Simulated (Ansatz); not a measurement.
Theory: DFT PBE, scalar-relativistic, plane waves, PAW (Ansatz). Cutoff 420 eV, Γ-centred meshes of about 0.25 Å⁻¹ or finer for metals and 0.3 Å⁻¹ for insulators (2π included), Gaussian smearing. These runs have no spin polarisation.

These are static total energies at zero pressure.

Two relaxed structures of Sc7As:

A.

Space group P-6m2 (No. 187). a = 6.440 Å, b = 6.440 Å, c = 5.043 Å, α = 90.00°, β = 90.00°, γ = 120.00°
```csv
atom,site,symmetry,x,y,z
Sc,3j,mm2,0.9955,0.4978,0.0000
Sc,3k,mm2,0.1612,0.8388,0.5000
Sc,1f,-6m2,0.6667,0.3333,0.5000
As,1a,-6m2,0.0000,0.0000,0.0000
```

B.

Space group P4/mmm (No. 123). a = 7.223 Å, b = 7.223 Å, c = 3.548 Å, α = 90.00°, β = 90.00°, γ = 90.00°
| atom | site | symmetry | x | y | z |
| --- | --- | --- | --- | --- | --- |
| Sc | 4k | m.2m | 0.7769 | 0.7769 | 0.5000 |
| Sc | 2f | mmm. | 0.5000 | 0.0000 | 0.0000 |
| Sc | 1c | 4/mmm | 0.5000 | 0.5000 | 0.0000 |
| As | 1a | 4/mmm | 0.0000 | 0.0000 | 0.0000 |

Question: Which form is favoured at zero pressure, and by what margin per atom?

Answer: B is lower, by 8 meV/atom. A has Sc and As ordered on hcp sites, space group P-6m2 (No. 187), 22.6 Å³/atom and no gap on its mesh; B has Sc and As ordered on bcc sites, space group P4/mmm (No. 123), 23.1 Å³/atom and no gap. Counting Sc atoms around As (those within 1.25 times the shortest such distance or 1.15 times the sum of covalent radii), A has As 12 and B has As 8. In A, Sc on a site of symmetry mm2 is surrounded by 10 Sc at 3.12–3.26 Å and 2 As at 3.22 Å; Sc on a second site of symmetry mm2 has 2 As at 3.10 Å and 10 Sc at 3.11–3.33 Å; As has 12 Sc at 3.10–3.22 Å; 1 more site not described. In B, Sc on a site of symmetry m2m has 2 As at 2.89 Å, 8 Sc at 3.12–3.34 Å and 2 Sc at 3.55 Å; Sc on a site of symmetry mmm has 8 Sc at 3.12 Å, 4 Sc at 3.55–3.61 Å and 2 As at 3.61 Å; around As lie 8 Sc at 2.89 Å, 2 As at 3.55 Å and 4 Sc at 3.61 Å; 1 more site not described. Both come from trial cells of a structure search, whose lowest cell (Cm, 23.2 Å³/atom) lies 23 meV/atom below the lower of the two.

The k mesh leaves some 4 meV/atom of noise in the energy of each metallic cell. Trial moments fell under 0.15 μB along the way in P-6m2 and P4/mmm; another start might hold them. With atoms moved at random, B (by 16 meV/atom) fell into a lower structure. A had no clear such test and can be a saddle point. Some types were kept out of the candidates beforehand, so the set may lack a known form.
